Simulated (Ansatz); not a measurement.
Theory: DFT PBE, scalar-relativistic, plane waves, PAW (Ansatz 0.2.0). All cells share a 420 eV cutoff and Γ-centred k meshes spaced about 0.3 Å⁻¹ or finer (0.25 for metals, 2π included). Collinear spin where magnetic atoms keep a moment.

All energies are static (0 K, no zero-point motion).

Two relaxed structures of AlO5:

A. (ferromagnetic moments up to 0.6 μB) Space group Pmmn (No. 59), orthorhombic, a = 3.052 Å, b = 3.682 Å, c = 18.091 Å. Around Al lie 6 O at 1.88–1.99 Å; around O on its first site lies 1 O at 1.22 Å; O on its second site is surrounded by 1 O at 1.22 Å; O on its third site is surrounded by 1 O at 1.35 Å and 2 Al at 1.93 Å; around O on its fourth site lies 1 O at 1.35 Å; 1 more site not described.

B. (no moments) Space group C2/m (No. 12), monoclinic, a = 5.284 Å, b = 10.167 Å, c = 3.408 Å, β = 120.8°. Al is surrounded by 2 O at 1.70 Å and 4 O at 2.14 Å; O on a site of symmetry 1 has 1 O at 1.27 Å, 1 O at 2.13 Å and 1 Al at 2.14 Å; O on a site of symmetry 2/m has 2 Al at 1.70 Å.

Task: Which form is favoured at zero pressure, and by what margin per atom?

Result: A is lower, by 205 meV/atom. A has space group Pmmn (No. 59), 16.9 Å³/atom and no gap on its mesh; B has space group C2/m (No. 12), 13.1 Å³/atom and no gap. Counting O atoms around Al (those within 1.25 times the shortest such distance or 1.15 times the sum of covalent radii, 1.27 where that leaves under three; a plus sign parts nearer from farther groups), A has Al 6 and B has Al 2+4. A and B both hold O–O pairs. Their magnetic states differ too, which can make part of the margin. Both come from trial cells of a structure search.

No dispersion correction is applied, so the spacing and binding between layers, chains or molecules are poorly described (Pmmn, C2/m), and this can change margins and order among such cells. In C2/m an odd number of electrons in the primitive cell allows no gap without spin; a larger cell or a magnetic state could open one. A magnetic state wasn't ruled out in cells without spin, among them C2/m. The magnetic state reached may not be the lowest. Trial moments fell under 0.15 μB along the way in C2/m; another start might hold them. A has imaginary phonons (to 53i cm⁻¹ on its k mesh, which matters in a metal), so it may be a saddle point. Other cells relaxed within their symmetry can be saddle points. Some structure types and database cells were kept out of the candidates from the start, so a known form may be missing.
